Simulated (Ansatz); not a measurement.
Here is the system:

GePd:
```xyz
2
Lattice="3.1182 0.0000 0.0000 0.0000 3.1182 0.0000 0.0000 0.0000 3.1182" Properties=species:S:1:pos:R:3 pbc="T T T"
Pd     0.0000     0.0000     0.0000
Ge     1.5591     1.5591     1.5591
```

This is the PBEsol-relaxed structure.

Question: All from DFT-PBEsol in the program Ansatz with PAW potentials, unless another level is named. Predict the Poisson's ratio.

Answer: 0.42.

Question: Predict the highest zone-centre frequency.

Answer: 115 cm^-1.

Question: Give the elastic constants (relaxed ions, GPa).

Answer: C11 = 171, C12 = 133, C44 = 27.3.

Space group Pm-3m (CsCl type). A made-up cell: these elements were put on the sites of a structure type; neither database checked (COD, Materials Project) lists it. COD files the formula under space group No. 62. Whether it is the stable phase at ambient conditions was not checked. The cell was relaxed with PBEsol under the symmetry of its start; its stability against distortions is not shown here. The run is not spin-polarised. As this level gives no gap, shear constants depend on the k-mesh and smearing (Fermi–Dirac, 0.1 eV here). As this level gives no gap, phonon frequencies hold no LO–TO term and depend on the k-mesh and smearing (Fermi–Dirac, 0.1 eV here).

Potentials: the earlier of the program's two PAW sets. The files were generated under PBE; for other functionals the program regenerates the frozen cores, and for LDA and PBEsol the local potential too.
